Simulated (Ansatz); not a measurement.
Data:

CrAgO$_{2}$:
```xyz
4
Lattice="1.4952 0.8632 6.1842 -1.4952 0.8632 6.1842 0.0000 -1.7265 6.1842" Properties=species:S:1:pos:R:3 pbc="T T T"
Cr     0.0000     0.0000     9.2763
Ag     0.0000     0.0000     0.0000
O      0.0000     0.0000    16.4521
O      0.0000     0.0000     2.1005
```
The run is spin-polarised, in the one order tried: ferromagnetic.

This is the r²SCAN-relaxed structure.

**Question.** All from r²SCAN (plane waves, PAW; program Ansatz), unless another level is named. Estimate the Bader charges.

**Answer.** Cr +1.84, Ag +0.52, O -1.18 e.

**Question.** What about the net moment?

**Answer.** 0.75 μB per atom.

Space group R-3m. The workflow started from a Materials Project entry (that database holds measured and hypothetical structures alike); the Crystallography Open Database files this formula in space group No. 166, but the cells were not matched. Whether it is the stable phase at ambient conditions was not checked. Symmetry was held in the r²SCAN relaxation; whether a distortion lowers the energy is not shown. Spin order of the final state: ferromagnetic, the only order run, not a proven ground state. Other orbital occupations within this spin state were not tried. No Hubbard U is applied.

Potentials: the later of the program's two PAW sets.
